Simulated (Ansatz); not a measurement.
Input file for Ansatz (a first-principles code):

Ansatz 0.2 input:
```yaml
crystal:
  lattice:
    - [3.1942194887, 0.0, 0.0]
    - [0.0, 3.1942194887, 0.0]
    - [0.0, 0.0, 3.1942194887]
  atoms:
    - { symbol: Ag, position: [0.0, 0.0, 0.0] }
    - { symbol: W, position: [0.5, 0.5, 0.5] }
kpoints:
  mp_grid: { grid: [9, 9, 9] }
  band_path:
    path:
      - [[0.0, 0.0, 0.0], [0.0, 0.5, 0.0], [0.5, 0.5, 0.0], [0.0, 0.0, 0.0], [0.5, 0.5, 0.5], [0.0, 0.5, 0.0]]  # Γ-X-M-Γ-R-X
      - [[0.5, 0.5, 0.5], [0.5, 0.5, 0.0]]  # R-M
    npoints: 12
hamiltonian:
  xc: r2scan
  pseudopotentials: { azcp: { folder: ./paw }, kind: paw_fr }
magnetization: { noncollinear: true, spin_orbit: true }
scf:
  n_extra_bands: 13
  convergence: { dr2_threshold: 0.0000000001 }
  occupations: { method: gaussian, width: 0.05 }
output: { eigenvalues: true }
```

Output (shortened):

```
Pseudopotentials: kind: paw_fr
Pseudopotential: Ag, paw, valence charge 19
Pseudopotential: W, paw, valence charge 14
Functional definition: r2SCAN
non-collinear run that drives no moment, with spin-orbit …
Crystal: 2 atoms, lattice volume = 32.591 Å³
Basis set: ecut = 500 eV, 799 PW (Γ), exchange–correlation on 96×96×96 points (64 copies of the dense FFT grid, shifted against one another)
Bands: 46, of which v1, the nominal top of the filled ones, is band 33 counted from 1 (32 counted from 0)
Symmetry: 48 space group operations + 48 with time reversal
k-points: 35 of 729
Projection manifold: j_resolved (fully-relativistic pseudo-atomic orbitals)
PAW frozen core: Ag, regenerated for the run's functional
PAW frozen core: W, regenerated for the run's functional
Initial density: superposition of atomic densities (chi_scale 0.1, normalization cell, long waves kept (reshape's long-wave potential 0.00 eV rms))
Initial wavefunctions: pseudopotential atomic-orbital guess
Eigensolver: davidson
Functional: x = r2scan, c = r2scan; τ floored in thin density (d = 2e-4 eV/Å³)
SCF iter   1: F=—  HF=-17968.044604 eV  |F-HF|=—  |Δ(HF+E_count)|=         —  Δρ=6.70e-2  dr2=1.50e0  dr2_τ=1.22e-2  dr2_m=0.00e0 (ungated)  ethr=3.10e-3  |M|=0.00e0 ∫|m|=0.00e0 μB  |m|>n=0.0e0 m-floor=0.0e0 τ_xc=0.0e0  β_m=0.30  ⟨swp⟩=6.9  Hψ=3594  notcnv=0  defer=32
all-band conjugate gradients solve this SCF's bands
preconditioner: auto → none
SCF iter   2: F=—  HF=-17967.801358 eV  |F-HF|=—  |Δ(HF+E_count)|=   2.43e-1  Δρ=4.52e-2  dr2=6.92e-1  dr2_τ=4.24e-3  dr2_m=0.00e0 (ungated)  ethr=3.10e-3  |M|=0.00e0 ∫|m|=0.00e0 μB  |m|>n=0.0e0 m-floor=0.0e0 τ_xc=0.0e0  β_m=0.59  ⟨swp⟩=2.0  Hψ=1051  notcnv=0  defer=234
SCF iter   3: F=—  HF=-17967.765885 eV  |F-HF|=—  |Δ(HF+E_count)|=   3.55e-2  Δρ=2.23e-2  dr2=2.27e-1  dr2_τ=4.51e-3  dr2_m=0.00e0 (ungated)  ethr=2.10e-3  |M|=0.00e0 ∫|m|=0.00e0 μB  |m|>n=0.0e0 m-floor=0.0e0 τ_xc=0.0e0  β_m=0.48  ⟨swp⟩=2.0  Hψ=1202  notcnv=0  defer=234
SCF iter   4: F=—  HF=-17967.720928 eV  |F-HF|=—  |Δ(HF+E_count)|=   4.50e-2  Δρ=7.19e-3  dr2=1.26e-2  dr2_τ=3.23e-4  dr2_m=0.00e0 (ungated)  ethr=6.89e-4  |M|=0.00e0 ∫|m|=0.00e0 μB  |m|>n=0.0e0 m-floor=0.0e0 τ_xc=0.0e0  β_m=0.56  ⟨swp⟩=2.3  Hψ=1257  notcnv=0  defer=234
SCF iter   5: F=—  HF=-17967.725470 eV  |F-HF|=—  |Δ(HF+E_count)|=   4.54e-3  Δρ=2.32e-3  dr2=1.34e-3  dr2_τ=2.65e-5  dr2_m=0.00e0 (ungated)  ethr=3.81e-5  |M|=0.00e0 ∫|m|=0.00e0 μB  |m|>n=0.0e0 m-floor=0.0e0 τ_xc=0.0e0  β_m=0.62  ⟨swp⟩=2.0  Hψ=1172  notcnv=0  defer=234
SCF iter   6: F=—  HF=-17967.725614 eV  |F-HF|=—  |Δ(HF+E_count)|=   1.44e-4  Δρ=3.58e-4  dr2=3.77e-5  dr2_τ=6.11e-7  dr2_m=0.00e0 (ungated)  ethr=4.06e-6  |M|=0.00e0 ∫|m|=0.00e0 μB  |m|>n=0.0e0 m-floor=0.0e0 τ_xc=0.0e0  β_m=0.80  ⟨swp⟩=2.0  Hψ=1263  notcnv=0  defer=234
SCF iter   7: F=—  HF=-17967.725629 eV  |F-HF|=—  |Δ(HF+E_count)|=   1.49e-5  Δρ=4.76e-5  dr2=9.53e-7  dr2_τ=2.20e-8  dr2_m=0.00e0 (ungated)  ethr=1.14e-7  |M|=0.00e0 ∫|m|=0.00e0 μB  |m|>n=0.0e0 m-floor=0.0e0 τ_xc=0.0e0  β_m=0.77  ⟨swp⟩=2.0  Hψ=1049  notcnv=0  defer=234
SCF iter   8: F=—  HF=-17967.725631 eV  |F-HF|=—  |Δ(HF+E_count)|=   1.62e-6  Δρ=1.41e-5  dr2=7.93e-8  dr2_τ=7.79e-10  dr2_m=0.00e0 (ungated)  ethr=2.89e-9  |M|=0.00e0 ∫|m|=0.00e0 μB  |m|>n=0.0e0 m-floor=0.0e0 τ_xc=0.0e0  β_m=0.89  ⟨swp⟩=2.7  Hψ=1163  notcnv=0  defer=234
SCF iter  10: F=-17967.725631 eV  HF=-17967.725631 eV  |F-HF|=3.64e-12  |Δ(HF+E_count)|=  1.35e-10  Δρ=1.17e-7  dr2=1.66e-12  dr2_τ=1.10e-13  dr2_m=0.00e0 (ungated)  ethr=1.00e-12  |M|=0.00e0 ∫|m|=0.00e0 μB  |m|>n=0.0e0 m-floor=0.0e0 τ_xc=0.0e0  ⟨swp⟩=8.2  Hψ=2645  notcnv=0
SCF 1 converged in 10 iterations: F = -17967.725631 eV  dr2 = 1.66e-12
NSCF: frozen V_eff on 74 k-points
SCF converged after 10 iterations
Magnetization: |M| = 0.0000 μB,  M = (+0.0000, +0.0000, +0.0000) μB
Absolute magnetization: 0.0000 μB (∫|m|)
  site 0: m = (+0.0000, +0.0000, +0.0000) μB, |m| = 0.0000 μB  (R = 1.14 Å)
  site 1: m = (+0.0000, +0.0000, +0.0000) μB, |m| = 0.0000 μB  (R = 1.14 Å)
Free energy (F): -17967.725631 eV
Harris-Foulkes:  -17967.725631 eV  (|F-HF|=3.64e-12)
Internal energy: -17967.721845 eV  (E = F + TS)
E sigma→0 (E₀):  -17967.723738 eV
Entropy (-TS):   -0.003785 eV (-1.893 meV/atom)
Fermi energy:    19.896294 eV
--- Per-component energies (eV) ---
  E_band       = -348.309976
  E_kinetic    = 886.074302
  E_local      = -2663.710081  (includes V_loc(G=0)·N_el)
  E_nonlocal   = 3.617917
  E_hartree    = 1277.086421
  E_xc         = -400.376488
  E_vxc        = -474.496094  (∫ρ·V_xc dr)
  E_paw        = -12545.471610  (= ΣΔE_a)
  E_vpaw       = -683.738605  (= ΣTr[D̂ρ^β])
  E_aug_tail   = 0.000221  (compensation charges beyond the density's cutoff)
  E_vtau       = 29.769517  (kinetic-family band-sum trace: ∫τ·v_τ [+ j·A + Jᵃ·Aᵃ] dr)
  E_ewald      = -4523.821121
  E_core_change = -1.121406  (= ΣΔE_core)
  E_smearing   = -0.003785  (= −TS)
  E_closure    = 0.000000  (closes the sum)
  Σ components = -17967.725631   (vs F -17967.725631, Δ=0.00e0)
  [band-id]    e_kinetic+e_local+e_nonlocal+2·e_hartree+e_vxc+e_vpaw+e_augmentation_tail+e_vtau = -348.309981   (vs E_band -348.309976, Δ=-4.90e-6)
--- Band table (eV; the first three rows and the last of 35) ---
  k-point 0: bands = ["-75.4183", "-75.4183", "-55.9522", "-55.9522", "-41.4652", "-41.4652", "-36.4359", "-36.4359", "-36.4359", "-36.4359", "-26.5993", "-26.5993", "-16.8157", "-16.8157", "-16.8157", "-16.8157", "10.6403", "10.6403", "12.8405", "12.8405", "12.8405", "12.8405", "14.5907", "14.5907", "14.5907", "14.5907", "14.9325", "14.9325", "18.9788", "18.9788", "18.9788", "18.9788", "22.3376", "22.3376", "22.3376", "22.3376", "22.9282", "22.9282", "26.5449", "26.5449", "28.0219", "28.0219", "28.0219", "28.0219", "35.2637", "35.2637"]
  k-point 1: bands = ["-75.4182", "-75.4182", "-55.9513", "-55.9513", "-41.4658", "-41.4658", "-36.4382", "-36.4382", "-36.4356", "-36.4356", "-26.6036", "-26.6036", "-16.8379", "-16.8379", "-16.8139", "-16.8139", "10.8979", "10.8979", "12.9262", "12.9262", "12.9790", "12.9790", "14.5670", "14.5670", "14.6091", "14.6091", "14.9329", "14.9329", "18.8331", "18.8331", "19.0449", "19.0449", "21.7778", "21.7778", "22.0337", "22.0337", "22.6170", "22.6170", "26.3561", "26.3561", "28.0750", "28.0750", "28.8428", "28.8428", "35.8019", "35.8019"]
  k-point 2: bands = ["-75.4177", "-75.4177", "-55.9488", "-55.9488", "-41.4674", "-41.4674", "-36.4439", "-36.4439", "-36.4346", "-36.4346", "-26.6145", "-26.6145", "-16.8935", "-16.8935", "-16.8093", "-16.8093", "11.6293", "11.6293", "13.1612", "13.1612", "13.3362", "13.3362", "14.5119", "14.5119", "14.6388", "14.6388", "14.9600", "14.9600", "18.4436", "18.4436", "19.1069", "19.1069", "20.7721", "20.7721", "21.1433", "21.1433", "22.3059", "22.3059", "24.8226", "24.8226", "29.7370", "29.7370", "30.6922", "30.6922", "34.7521", "34.7521"]
  k-point 34: bands = ["-75.4144", "-75.4144", "-55.9272", "-55.9272", "-41.4821", "-41.4821", "-36.4611", "-36.4611", "-36.4610", "-36.4610", "-26.6958", "-26.6958", "-17.0356", "-17.0356", "-17.0352", "-17.0352", "13.6462", "13.6462", "13.7477", "13.7477", "13.7760", "13.7760", "15.4913", "15.4913", "15.5064", "15.5064", "16.5701", "16.5701", "16.9683", "16.9683", "16.9967", "16.9967", "22.9306", "22.9306", "23.0283", "23.0283", "25.6610", "25.6610", "25.8077", "25.8077", "27.2461", "27.2461", "27.9780", "27.9780", "29.0203", "29.0203"]
  band table: 46 of 46 bands, residual norms ≤ 1.0e-3 eV
```

Cost: around 50 core-seconds (rough) on shared cores.

Space group Pm-3m (CsCl type). The start of the workflow was typed in or built on a structure type; neither database checked (COD, Materials Project) lists it. Its standing as an ambient phase is unchecked. The r²SCAN relaxation kept the symmetry of its start. At this level the phase is mechanically unstable. No spin polarisation was allowed. Its formation energy is positive at this level, so the cell may be metastable or incomplete.

Potentials: the earlier of the program's two PAW sets.

Ansatz is a plane-wave DFT program.
